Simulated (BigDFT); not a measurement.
Worked example: self-consistent single point of hydrogen-terminated Si cluster (H8Si3) in BigDFT.

Level of theory: PBE, Daubechies wavelet basis, HGH (Krack) norm-conserving potentials made for PBE, isolated boundary conditions run with BigDFT.

```xyz
11

Si     0.0000     0.0000     0.9873
Si    -1.3575    -1.3575    -0.3702
Si     1.3575     1.3575    -0.3702
H     -0.8602     0.8602     1.8475
H      0.8602    -0.8602     1.8475
H     -2.2178    -2.2178     0.4900
H     -2.2178    -0.4973    -1.2305
H     -0.4973    -2.2178    -1.2305
H      0.4973     2.2178    -1.2305
H      2.2178     0.4973    -1.2305
H      2.2178     2.2178     0.4900
```
Charge 0, spin multiplicity 1.

Reference input (self-consistent single point, DFT, PBE, Daubechies wavelet basis, HGH (Krack) norm-conserving potentials made for PBE, isolated boundary conditions): basis = Daubechies wavelets; dft.hgrids = 0.297 bohr; dft.rmult = 5 8; dft.ixc = 11; potentials = built-in HGH-K PBE; boundary_conditions = free; dft.gnrm_cv = 1e-05; dft.itermax = 80; dft.idsx = 6; dft.nrepmax = 3. This run's input differs from it in these lines:

```diff
@@ -2,4 +2,4 @@
 dft:
-  hgrids: 0.297
-  rmult: [5, 8]
+  hgrids: 0.446
+  rmult: [4, 6]
   ixc: 11
```

The program printed (abridged):

```
  #------------------------------------------------------------------- Self-Consistent Cycle
 Ground State Optimization:
 - Hamiltonian Optimization: &itrp001
   - Subspace Optimization: &itrep001-01
       Wavefunctions Iterations:
 iter:  1, EKS: -1.62397601052142946E+01, gnrm:  1.63E-01, D: -1.42E+00,
 iter:  2, EKS: -1.63987053182916398E+01, gnrm:  6.54E-02, D: -1.59E-01,
 iter:  3, EKS: -1.64496338074447515E+01, gnrm:  3.23E-02, D: -5.09E-02,
 iter:  4, EKS: -1.64639934194420263E+01, gnrm:  1.48E-02, D: -1.44E-02,
 iter:  5, EKS: -1.64661666610971338E+01, gnrm:  5.97E-03, D: -2.17E-03,
 iter:  6, EKS: -1.64664748267868362E+01, gnrm:  2.19E-03, D: -3.08E-04,
 iter:  7, EKS: -1.64665292293986631E+01, gnrm:  7.81E-04, D: -5.44E-05,
 iter:  8, EKS: -1.64665351517485377E+01, gnrm:  3.21E-04, D: -5.92E-06,
 iter:  9, EKS: -1.64665361835002031E+01, gnrm:  1.33E-04, D: -1.03E-06,
 iter:  10, EKS: -1.64665364043774005E+01, gnrm:  5.05E-05, D: -2.21E-07,
 iter:  11, EKS: -1.64665364300877748E+01, gnrm:  2.27E-05, D: -2.57E-08,
 iter:  12, EKS: -1.64665364348174741E+01, gnrm:  9.87E-06, D: -4.73E-09,
       -  &FINAL001  { #---------------------------------------------------------- iter: 13
 iter:  13, EKS: -1.64665364358991226E+01, gnrm:  9.87E-06, D: -1.08E-09,  #FINAL
        #Eigenvalues and New Occupation Numbers
       Orbitals: [
 Last Iteration                        : *FINAL001
  #---------------------------------------------------------------------- Forces Calculation
 Total electronic charge               :  19.999999836908
 Electric Dipole Moment (AU):
   P vector                            :  [ -5.390282E-03, -5.390282E-03,  3.003379E-03 ]
   norm(P)                             :  8.19332492E-03
 Electric Dipole Moment (Debye):
   P vector                            :  [ -1.370073E-02, -1.370073E-02,  7.633828E-03 ]
   norm(P)                             :  2.08253527E-02
 BigDFT infocode                       :  0
 Clean forces norm (Ha/Bohr): {maxval:  6.972959572718E-03, fnrm2:  1.294458465881E-04}
   [... lines left out ...]
 -  {H: [-3.997279466759E-07, -1.027696889855E-03, -2.904819742884E-04]} # 0008
 -  {H: [-6.450769604414E-05,  1.102541137520E-03, -2.387207784084E-04]} # 0009
 -  {H: [ 1.102541137515E-03, -6.450769604217E-05, -2.387207784078E-04]} # 0010
 -  {H: [ 1.584743468722E-03,  1.584743468722E-03, -1.220289183227E-03]} # 0011
 Energy (Hartree)                      : -1.64665364358991226E+01
 Force Norm (Hartree/Bohr)             :  1.13774270636257061E-02
```

The run converged in 13 iterations. Against the reference run the free energy rises by 8.8 meV/atom and the largest force goes from 0.346 to 0.359 eV/Å.

The grid can part forces that symmetry would make equal. This run is one point of a test of settings, so its values need not be converged; read them against the reference run alone. The shape was built by hand and not relaxed. No other spin state was tried in this run.

Cost on one core: roughly 29 core-seconds.
